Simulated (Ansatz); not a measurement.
input.yaml (Ansatz)

```yaml
crystal:
  lattice:
    - [0.0, 3.7419805222, 3.7419805222]
    - [3.7419805222, 0.0, 3.7419805222]
    - [3.7419805222, 3.7419805222, 0.0]
  atoms:
    - { symbol: Na, position: [0.125, 0.125, 0.125] }
    - { symbol: Na, position: [0.875, 0.875, 0.875] }
hamiltonian:
  xc: pbesol
  pseudopotentials:
    kind: paw
    azcp:
      Na: "pseudopotentials/Na.paw.azcp"
basis:
  ecutwfc: 420
  fft_grid_basis: typed
kpoints:
  mp_grid: { grid: [12, 12, 12], shift: [0, 0, 0] }
magnetization:
  spin_polarized: false
scf:
  occupations: { method: fermi_dirac, width: 0.1 }
```

Terminal output

```
Warning: the record states the generating functional pbe (its physics header spells it `PBE`), which answers neither for hamiltonian.xc's functional nor for the pbesol family's — results may be inconsistent (PPs are generated against a specific XC)
Engine: ansatz 0.2.0, aarch64-unknown-linux-gnu
Pseudopotentials: kind: paw
Pseudopotential: Na, paw, valence charge 9, recommended cutoff 420 eV (normal) 
Functional definition: PBEsol
  exchange = pbesol_x
  correlation = pbesol_c
Crystal: 2 atoms, lattice volume = 104.794 Å³
Basis set: ecut = 420 eV, 2085 PW (Γ)
Bands: 13, of which v1, the nominal top of the filled ones, is band 9 counted from 1 (8 counted from 0)
Symmetry: 48 space group operations
Space group: Fd-3m (ITA 227), of the structure as read, at distance tolerance 4.7e-5 Å
k-points: 72 of 1728
Non-local potential: Na, projectors of the file, l = 0: 3, l = 1: 2, l = 2: 1
PAW form: soft (Blöchl's): semilocal exchange-correlation on the pseudo side does not see the compensation charge
PAW frozen core: Na, regenerated for the run's functional, and the local potential with it (the file was generated under x = pbe(κ = 0.804, μ = 0.2195149727645171), c = pbe(β = 0.06672455060314922))
PAW one-centre angular grid: Na, 110 points (default); XC on 64 Gauss nodes
Initial density: superposition of atomic densities (neutral atoms: chi_scale 0, normalization atom), corrected by the library's trained network
Initial wavefunctions: pseudopotential atomic-orbital guess
Functional: x = pbesol(κ = 0.804, μ = 0.12345679012345678), c = pbesol(β = 0.046)
SCF iter   1: F=—  HF=-2951.049574 eV  |F-HF|=—  |Δ(HF+E_count)|=         —  Δρ=1.42e-3  dr2=1.14e-3  ethr=1.77e-3  ⟨swp⟩=4.2  Hψ=4594  notcnv=0
SCF iter   2: F=—  HF=-2951.048468 eV  |F-HF|=—  |Δ(HF+E_count)|=   1.11e-3  Δρ=6.43e-4  dr2=3.81e-4  ethr=6.31e-6  ⟨swp⟩=2.0  Hψ=1978  notcnv=0
SCF iter   3: F=—  HF=-2951.048640 eV  |F-HF|=—  |Δ(HF+E_count)|=   1.72e-4  Δρ=2.34e-4  dr2=1.06e-4  ethr=2.12e-6  ⟨swp⟩=2.0  Hψ=1483  notcnv=0
SCF iter   4: F=—  HF=-2951.048721 eV  |F-HF|=—  |Δ(HF+E_count)|=   8.12e-5  Δρ=4.66e-4  dr2=8.88e-5  ethr=5.86e-7  ⟨swp⟩=2.0  Hψ=1589  notcnv=0
SCF iter   5: F=—  HF=-2951.048649 eV  |F-HF|=—  |Δ(HF+E_count)|=   7.14e-5  Δρ=1.19e-4  dr2=7.62e-6  ethr=4.93e-7  ⟨swp⟩=2.0  Hψ=1512  notcnv=0
SCF iter   6: F=—  HF=-2951.048645 eV  |F-HF|=—  |Δ(HF+E_count)|=   4.13e-6  Δρ=9.61e-6  dr2=2.25e-7  ethr=4.24e-8  ⟨swp⟩=2.0  Hψ=1512  notcnv=0
SCF iter   7: F=-2951.048645 eV  HF=-2951.048645 eV  |F-HF|=2.21e-8  |Δ(HF+E_count)|=  7.37e-11  Δρ=5.49e-6  dr2=2.47e-8  ethr=5.56e-10  ⟨swp⟩=2.0  Hψ=1875  notcnv=0
SCF 1 converged in 7 iterations: F = -2951.048645 eV  dr2 = 2.47e-8
SCF converged after 7 iterations
Free energy (F): -2951.048645 eV
Harris-Foulkes:  -2951.048645 eV  (|F-HF|=2.21e-8)
Internal energy: -2951.012709 eV  (E = F + TS)
E sigma→0 (E₀):  -2951.030677 eV
Entropy (-TS):   -0.035937 eV (-17.968 meV/atom)
Fermi energy:    0.440485 eV
--- Per-component energies (eV) ---
  E_band       = -510.666540
  E_kinetic    = 239.796448
  E_local      = -3195.702673  (includes V_loc(G=0)·N_el)
  E_nonlocal   = 231.738668
  E_hartree    = 1194.102118
  E_xc         = -74.544592
  E_vxc        = -96.347497  (∫ρ·V_xc dr)
  E_paw        = -506.982451  (= ΣΔE_a)
  E_vpaw       = -78.345681  (= ΣTr[D̂ρ^β])
  E_aug_tail   = -0.000051  (compensation charges beyond the density's cutoff)
  E_ewald      = -839.529564
  E_core_change = 0.109388  (= ΣΔE_core)
  E_smearing   = -0.035937  (= −TS)
  E_closure    = -0.000000  (closes the sum)
  Σ components = -2951.048645   (vs F -2951.048645, Δ=0.00e0)
```
